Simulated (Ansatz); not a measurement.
**Piezoelectric tensor of GaP at 5 GPa (stress–strain coefficients)**

Level of theory: DFT LDA, scalar-relativistic, plane waves, PAW (Ansatz). Plane waves to 420 eV; Γ-centred k mesh 10×10×10; fixed occupations. No spin polarisation.

The cell, relaxed at 5 GPa:
```
CELL_PARAMETERS angstrom
0.00000 2.65143 2.65143
2.65143 0.00000 2.65143
2.65143 2.65143 0.00000
ATOMIC_POSITIONS crystal
Ga 0.00000 0.00000 0.00000
P 0.75000 0.75000 0.75000
```

Q: Give the relaxed-ion proper piezoelectric stress tensor e_iJ (C/m², Voigt columns xx yy zz yz xz xy).

A:
```
x    0.000  0.000  0.000 -0.012  0.000  0.000
y    0.000  0.000  0.000  0.000 -0.012  0.000
z    0.000  0.000  0.000  0.000  0.000 -0.012
```
Signs follow the orientation of the cell as given.

Q: With the elastic constants (GPa, Voigt order)
C11 = 163.8, C12 = 85.4, C13 = 85.4, C22 = 163.8, C23 = 85.4, C33 = 163.8, C44 = 74.5, C55 = 74.5, C66 = 74.5 GPa; the others vanish.
find the strain coefficients d = e·C⁻¹ (pC/N).

A:
```
x    0.00  0.00  0.00 -0.16  0.00  0.00
y    0.00  0.00  0.00  0.00 -0.16  0.00
z    0.00  0.00  0.00  0.00  0.00 -0.16
```

Cost: 1 run of about 1.9 core-minutes, on Arm Neoverse V1 (shared hosts).